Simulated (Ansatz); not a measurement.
## La3Tl: strain and displacement

```
CELL_PARAMETERS angstrom
5.06000 0.00000 0.00000
0.00000 5.06000 0.00000
0.00000 0.00000 5.06000
ATOMIC_POSITIONS crystal
La 0.00000 0.50000 0.50000
La 0.50000 0.00000 0.50000
La 0.50000 0.50000 0.00000
Tl 0.00000 0.00000 0.00000
```

Atom numbers follow the list: La1, La2, La3, Tl4.

The geometry is COD entry 1522573, unchecked; take it as a test cell.

Spin–orbit coupling is left out, though it moves levels of the heavy atoms by tenths of an eV or more.

Computed with DFT, LDA, all-electron LAPW, scalar-relativistic (Ansatz 0.2.0).

Numerical set-up: a Γ-centred 8×8×8 k mesh, Fermi–Dirac smearing of 0.08 eV, basis error target 0.5 meV/atom, no spin polarisation.

The unchanged cell is at -3.59 GPa.

In a metal, stresses and small energies carry noise from the k mesh.

x, y and z are the Cartesian axes of the cell as listed; fractional coordinates follow a strain, and an engineering shear is twice the off-diagonal strain component.

Question: With this change (equal xy, yz and zx engineering shear strains of -2 %), what becomes of the energy and stress?

Answer: Energy change +2 meV/atom; stress change (xx, yy, zz, yz, xz, xy) 0.05, 0.05, 0.05, 0.37, 0.37, 0.37 GPa, compression positive.

Question: With this change (equal xy, yz and zx engineering shear strains of -1 %), what becomes of the energy and stress?

Answer: Energy change under 1 meV/atom; stress change (xx, yy, zz, yz, xz, xy) 0.01, 0.01, 0.01, 0.19, 0.19, 0.19 GPa, compression positive.

Question: With this change (equal xy, yz and zx engineering shear strains of +1 %), what becomes of the energy and stress?

Answer: Energy change under 1 meV/atom; stress change (xx, yy, zz, yz, xz, xy) 0.01, 0.01, 0.01, -0.19, -0.19, -0.19 GPa, compression positive.

Question: With this change (equal xy, yz and zx engineering shear strains of +2 %), what becomes of the energy and stress?

Answer: Energy change +2 meV/atom; stress change (xx, yy, zz, yz, xz, xy) 0.05, 0.05, 0.05, -0.39, -0.39, -0.39 GPa, compression positive.
